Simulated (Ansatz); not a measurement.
## MoS2 with Al replacing Mo: do the settings matter for the field gradients?

Cell: a supercell of MoS2 (space group P6_3/mmc) built from an entry of the Crystallography Open Database (COD), with all atoms left at the host's positions.

```cif
data_AlMo7S16
_symmetry_space_group_name_H-M 'P-6m2'
_symmetry_Int_Tables_number 187
_cell_length_a 6.3380
_cell_length_b 6.3380
_cell_length_c 12.3240
_cell_angle_alpha 90.000
_cell_angle_beta 90.000
_cell_angle_gamma 120.000
loop_
_atom_site_label
_atom_site_type_symbol
_atom_site_symmetry_multiplicity
_atom_site_Wyckoff_symbol
_atom_site_fract_x
_atom_site_fract_y
_atom_site_fract_z
Al Al 1 a 0.0000 0.0000 0.0000
Mo2 Mo 3 j 0.0000 0.5000 0.0000
Mo5 Mo 3 k 0.1667 0.8333 0.5000
Mo8 Mo 1 f 0.6667 0.3333 0.5000
S9 S 2 g 0.0000 0.0000 0.3730
S10 S 6 n 0.0000 0.5000 0.3730
S13 S 6 n 0.1667 0.8333 0.8730
S16 S 2 i 0.6667 0.3333 0.8730
```

One atom of each set is listed.

Reference run. All values are calculated (Ansatz; DFT, PBE, plane waves and PAW, scalar-relativistic, 420 eV cutoff, Γ-centred 4×4×2 k-points, Fermi–Dirac smearing 0.01 eV, cell charge -1), not measured.

**Question.** The input is changed as follows: `scf.occupations.width`: 0.01 → 0.2; `total_charge`: -1 → 0. What happens to V_zz (10²¹ V/m²) and η?

**Answer.** 

```
site  V_zz reference  η reference  V_zz changed  η changed
  Al           -1.45         0.00         -1.60       0.00
 Mo2           -9.88         0.47         -9.78       0.20
 Mo5           -7.72         0.00         -7.45       0.01
 Mo8           -7.61         0.00         -7.39       0.00
  S9           -5.33         0.00         -5.15       0.00
 S10           -5.23         0.01         -5.06       0.00
 S13           -4.51         0.77         -3.75       0.70
 S16           -5.36         0.00         -5.59       0.00
```

The largest change of V_zz is on S13, from -4.51 to -3.75. In per cent, |V_zz| changes by -4 to -1 on Mo, -17 to +4 on S (all sites that start above 2). Where |V_zz| stays above 0.1, η moves most on Mo2, from 0.47 to 0.20. The changed cell is neutral, so it isn't the same charge state. It has an odd number of electrons and no spin polarisation, so the extra carrier is shared by both spins and spread out, where a real one carries spin and can localise. SCF iterations: 12 and 10. In the changed run the smearing of 0.20 eV is wide against a gap of 0.0 eV, so its values aren't converged ones.

On the reference run: The run isn't spin-polarised, and a state with spin may lie lower. The defect repeats with the cell of 24 atoms, so it feels its images: sites between two images don't show the values beside a lone defect, and zeros or small values of η there can come from the images' arrangement. Mo and S carry a gradient in the pure host already, so the values there aren't the defect's effect alone. A uniform background compensates the cell's charge. The defect cell has no gap above 0.1 eV on its mesh, so the values can hang on the smearing and the k-mesh. Without spin–orbit coupling (the program notes it for Mo) the gradients can shift somewhat, as the gap is small. The neighbours have not yet relaxed around the defect (largest force 0.48 eV/Å), so a real crystal will differ.
